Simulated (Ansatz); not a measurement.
SiSe$_{2}$:
```
SiSe2
1.0
   -2.92973     4.74192     2.91905
    2.92973    -4.74192     2.91905
    2.92973     4.74192    -2.91905
Si Se
2 4
Direct
  0.25000   0.25000   0.00000
  0.75000   0.75000   0.00000
  0.87367   0.22266   0.09633
  0.12633   0.77734   0.90367
  0.62633   0.72266   0.34900
  0.37367   0.27734   0.65100
```

Relaxed with PBE+D3(BJ). Special points in fractions of this cell's reciprocal vectors: Γ (0.000, 0.000, 0.000); X (0.500, -0.500, 0.500); F0 (0.345, -0.345, 0.655); Σ0 (-0.345, 0.345, 0.345); Λ0 (0.345, 0.345, -0.345); G0 (0.655, -0.345, 0.345); R (0.000, 0.500, 0.000); W (0.250, 0.250, 0.250); S (0.500, 0.000, 0.000); T (0.000, 0.000, 0.500).

### Question
List the band energies nearest the valence-band maximum at these points for the program Ansatz at the PBE+D3(BJ) level (PAW).

### Answer
In eV from the valence-band maximum; about four levels below and three above (degenerate sets whole), none deeper than 8.9 eV; points with the same levels are listed once.

| k | below | above |
|---|---|---|
| Γ | -1.35 -0.88 -0.55 -0.38 | 2.62 2.81 2.88 |
| X | -2.10 -1.96 -1.39 -0.29 | 1.48 3.06 3.42 |
| F0 | -1.89 -1.87 -0.80 -0.05 | 2.13 3.13 4.10 |
| Λ0 | -1.55 -0.97 -0.97 -0.77 | 1.92 2.58 3.55 |
| R | -1.00 -1.00 -0.53 -0.53 | 2.29 2.29 3.81 3.81 |
| W | -0.85 -0.85 -0.81 -0.81 | 2.50 2.50 3.61 3.61 |
| S | -1.35 -1.35 -0.64 -0.64 | 2.53 2.53 4.27 4.27 |
| T | -1.84 -1.20 -0.93 -0.11 | 2.88 4.02 4.07 |

Space group Ibam. Symmetry was held in the PBE+D3(BJ) relaxation; of distortions, only those at the zone centre were tested. Scalar-relativistic: spin–orbit coupling is off unless named, which matters more the heavier the elements.

Potentials: the later of the program's two PAW sets.
